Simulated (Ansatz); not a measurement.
SiW in space group Cmcm (No. 63; Si on 4c, W on 4c) under volume change, DFT-PBE in the program Ansatz with PAW potentials, shape and atoms relaxed at each volume.

```json
[
 {"V (Å³/atom)": "13.100", "E − E(relaxed) (meV/atom)": "95.6", "P (GPa)": "25.76"},
 {"V (Å³/atom)": "13.532", "E − E(relaxed) (meV/atom)": "40.0", "P (GPa)": "15.72"},
 {"V (Å³/atom)": "13.964", "E − E(relaxed) (meV/atom)": "?", "P (GPa)": "?"},
 {"V (Å³/atom)": "14.396", "E − E(relaxed) (meV/atom)": "0.0", "P (GPa)": "0.00"},
 {"V (Å³/atom)": "14.828", "E − E(relaxed) (meV/atom)": "8.4", "P (GPa)": "-6.10"},
 {"V (Å³/atom)": "15.260", "E − E(relaxed) (meV/atom)": "?", "P (GPa)": "?"},
 {"V (Å³/atom)": "15.692", "E − E(relaxed) (meV/atom)": "68.3", "P (GPa)": "-15.57"}
]
```

Question: Fill in the missing entries.

Answer: 
- 15.260, E − E(relaxed) (meV/atom): 32.0
- 15.260, P (GPa): -11.24
- 13.964, E − E(relaxed) (meV/atom): 9.5
- 13.964, P (GPa): 7.22

Question: What does a third-order Birch–Murnaghan fit give for V₀, B₀ and B′?

Answer: V₀ = 14.40 Å³/atom, B₀ = 220 GPa, B′ = 4.6.

A made-up cell: these elements were put on the sites of a structure type; neither database checked (COD, Materials Project) lists it. Whether it is the stable phase at ambient conditions was not checked. Symmetry was held in the PBE relaxation; whether a distortion lowers the energy is not shown. No spin polarisation was allowed. Spin–orbit coupling is left out wherever it is not named.

Potentials: the later of the program's two PAW sets.
